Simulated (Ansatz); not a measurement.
ZrSnF6:
Space group P2/c (No. 13); a = 6.636 Å, b = 5.235 Å, c = 7.332 Å, α = 90.00°, β = 120.08°, γ = 90.00°

```tsv
atom	site	symmetry	x	y	z
Sn	2f	2	0.5000	0.0420	0.7500
Zr	2e	2	0.0000	0.4800	0.2500
F	4g	1	0.2347	0.1988	0.4160
F	4g	1	0.1087	0.3099	0.0269
F	4g	1	0.3065	0.6689	0.3099
```

Relaxed with r²SCAN+D4.

**Question.** Tabulate the valence density and the electron localisation function along the shortest Sn–F contact (2.17 Å), DFT-r²SCAN+D4 in the program Ansatz with PAW potentials.

**Answer.** 

| distance from Sn (Å) | density (e/Å³) | ELF |
|---|---|---|
| 0.22 | 13.19 | 0.00 |
| 0.33 | 10.03 | 0.01 |
| 0.43 | 6.93 | 0.04 |
| 0.54 | 4.41 | 0.11 |
| 0.65 | 2.63 | 0.19 |
| 0.76 | 1.51 | 0.24 |
| 0.87 | 0.87 | 0.22 |
| 0.98 | 0.56 | 0.16 |
| 1.08 | 0.45 | 0.14 |
| 1.19 | 0.47 | 0.21 |
| 1.30 | 0.63 | 0.42 |
| 1.41 | 0.97 | 0.66 |
| 1.52 | 1.62 | 0.77 |
| 1.63 | 2.90 | 0.79 |
| 1.73 | 5.03 | 0.77 |
| 1.84 | 7.83 | 0.69 |
| 1.95 | 10.77 | 0.57 |

The density is the valence pseudo-density with augmentation charge, so density and ELF within about 1 Å of a nucleus are not all-electron values.

The workflow started from an entry of the Crystallography Open Database (COD, 295 K). Whether it is the stable phase at ambient conditions was not checked. The cell was relaxed with r²SCAN+D4 under the symmetry of its start; whether a distortion lowers the energy is not shown. No spin polarisation was allowed. Spin–orbit coupling is left out wherever it is not named.

Potentials: the later of the program's two PAW sets.
